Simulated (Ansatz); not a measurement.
CdWO$_{4}$:
```cif
data_Cd2O8W2
_chemical_formula_sum 'Cd2 W2 O8'
_space_group_name_H-M_alt 'P 1'
_space_group_IT_number 1
_cell_length_a 5.01290
_cell_length_b 5.89668
_cell_length_c 5.05725
_cell_angle_alpha 90.000
_cell_angle_beta 91.178
_cell_angle_gamma 90.000
loop_
_space_group_symop_operation_xyz
  'x, y, z'
loop_
_atom_site_label
_atom_site_type_symbol
_atom_site_fract_x
_atom_site_fract_y
_atom_site_fract_z
_atom_site_occupancy
Cd1 Cd 0.50000 0.69040 0.75000 1
Cd2 Cd 0.50000 0.30960 0.25000 1
W1 W 0.00000 0.17639 0.75000 1
W2 W 0.00000 0.82361 0.25000 1
O1 O 0.79859 0.09621 0.05324 1
O2 O 0.20141 0.90379 0.94676 1
O3 O 0.20141 0.09621 0.44676 1
O4 O 0.79859 0.90379 0.55324 1
O5 O 0.75628 0.36887 0.61526 1
O6 O 0.24372 0.63113 0.38474 1
O7 O 0.24372 0.36887 0.88474 1
O8 O 0.75628 0.63113 0.11526 1
```

Relaxed with PBEsol.

Q: Give the optical modes at the zone centre with their infrared activity from DFPT, plane-wave PAW PBEsol (Ansatz code).

A: Transverse frequencies, without the LO–TO term; a row sums one degenerate level.

| ω (cm⁻¹) | degeneracy | IR ((D/Å)²/amu) | activity | symmetry |
|---|---|---|---|---|
| 73 | 1 | 0.00 | IR-inactive | Bg |
| 98 | 1 | 0.00 | IR-inactive | Ag |
| 103 | 1 | 3.11 | IR | Bu |
| 114 | 1 | 0.00 | IR-inactive | Bg |
| 124 | 1 | 3.91 | IR | Au |
| 131 | 1 | 0.00 | IR-inactive | Bg |
| 145 | 1 | 0.00 | IR-inactive | Bg |
| 146 | 1 | 6.06 | IR | Bu |
| 176 | 1 | 0.00 | IR-inactive | Ag |
| 225 | 1 | 4.17 | IR | Bu |
| 226 | 1 | 0.00 | IR-inactive | Ag |
| 246 | 1 | 0.00 | IR-inactive | Bg |
| 260 | 1 | 0.32 | IR | Bu |
| 260 | 1 | 0.00 | IR-inactive | Bg |
| 267 | 1 | 34.68 | IR | Bu |
| 278 | 1 | 0.36 | IR | Au |
| 300 | 1 | 0.00 | IR-inactive | Ag |
| 328 | 1 | 10.35 | IR | Au |
| 342 | 1 | 0.00 | IR-inactive | Bg |
| 371 | 1 | 0.00 | IR-inactive | Ag |
| 391 | 1 | 5.82 | IR | Au |
| 435 | 1 | 6.61 | IR | Bu |
| 486 | 1 | 13.41 | IR | Au |
| 502 | 1 | 0.00 | IR-inactive | Bg |
| 539 | 1 | 0.00 | IR-inactive | Ag |
| 539 | 1 | 75.39 | IR | Bu |
| 642 | 1 | 34.82 | IR | Au |
| 665 | 1 | 0.00 | IR-inactive | Bg |
| 695 | 1 | 0.00 | IR-inactive | Ag |
| 754 | 1 | 0.00 | IR-inactive | Bg |
| 757 | 1 | 61.72 | IR | Bu |
| 846 | 1 | 11.55 | IR | Au |
| 874 | 1 | 0.00 | IR-inactive | Ag |

Q: How high does the top mode go among those that the LO–TO term moves?

A: 864 cm⁻¹ for q along x, 882 cm⁻¹ for q along y, 802 cm⁻¹ for q along z.

Space group P2/c. The first step of the workflow began from a Materials Project structure, measured or hypothetical; the Crystallography Open Database files this formula in space group No. 13, but the cells were not matched. Its standing as an ambient phase is unchecked. The cell was relaxed with PBEsol under the symmetry of its start; of distortions, only those at the zone centre were tested. The run is not spin-polarised. No Hubbard U is applied. Scalar-relativistic: spin–orbit coupling is off unless named, which matters more the heavier the elements.

Potentials: the later of the program's two PAW sets.
